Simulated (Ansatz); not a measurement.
# VPt3: do energies and stresses tell the same story?

Level of theory: Ansatz, DFT r2SCAN, scalar-relativistic, plane waves, PAW.

Settings: cutoff 500 eV, Γ-centred mesh 12×12×12 on the computed 4-atom cell, Gaussian smearing of 0.10 eV; collinear spin from starting moments 1.87 -0.14 -0.14 -0.14 μB.

Relaxed cell: Pm-3m, a = 3.899 Å, b = 3.899 Å, c = 3.899 Å, α = 90.00°, β = 90.00°, γ = 90.00°, 4 atoms in the primitive cell. Whether it is the stable form of this composition wasn't checked.

Energies at zero smearing and pressures from the stress tensor, at volumes with shape and atoms relaxed:
```csv
V (Å³/atom),E − E(first) (meV/atom),P (GPa)
13.930,0.00,18.07
14.375,-36.05,8.21
14.820,-47.18,0.01
15.264,-37.49,-6.83
15.709,-10.45,-12.51
```

Problem. Check P = −dE/dV between neighbouring volumes, and get the bulk modulus from the pressures alone.

Solution. With 1 eV/Å³ = 160.2 GPa:
```
middle V (Å³/atom)  −ΔE/ΔV (GPa) mean P (GPa)
            14.153        12.993        13.141
            14.597         4.010         4.111
            15.042        -3.492        -3.410
            15.486        -9.745        -9.668
```

The two differ by 0.15 GPa at most. The mean of two end pressures misses the average over a step by about ΔV² P″/12, up to 0.15 GPa here; with that taken off 0.02 GPa remains. Around V = 14.820 Å³/atom, the two neighbours give B = −V ΔP/ΔV = 14.820 × 15.04 / 0.889 = 250.7 GPa, against B0 = 249.1 GPa from the Birch–Murnaghan fit of the energies.

The state reached may not be the lowest one. Spin-orbit coupling is left out, which matters for the bands of heavy elements.

Only this magnetic start was tried.